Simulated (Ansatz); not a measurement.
PbS:
```
CELL_PARAMETERS angstrom
      0.00000     3.30090     3.30090
      3.30090     0.00000     3.30090
      3.30090     3.30090     0.00000
ATOMIC_POSITIONS crystal
  S  0.25000 0.25000 0.25000
  Pb 0.00000 0.00000 0.00000
```

Relaxed with r²SCAN.

Give the Bader charges and basin volumes of the independent atoms, r²SCAN (plane waves, PAW; program Ansatz).



| atom | Bader charge (e) | Bader volume (Å³) |
|---|---|---|
| S1 | -1.03 | 38.7 |
| Pb2 | +1.03 | 32.5 |

Space group F-43m (zinc blende). The start of the workflow was typed in or built on a structure type; neither database checked (COD, Materials Project) lists it. It is not the phase usual at ambient conditions (space group No. 225). The cell was relaxed with r²SCAN under the symmetry of its start. At this level the phase is mechanically unstable. Spin–orbit coupling is left out wherever it is not named.

Potentials: the earlier of the program's two PAW sets. The files were generated under PBE; for other functionals the program regenerates the frozen cores, and for LDA and PBEsol the local potential too.
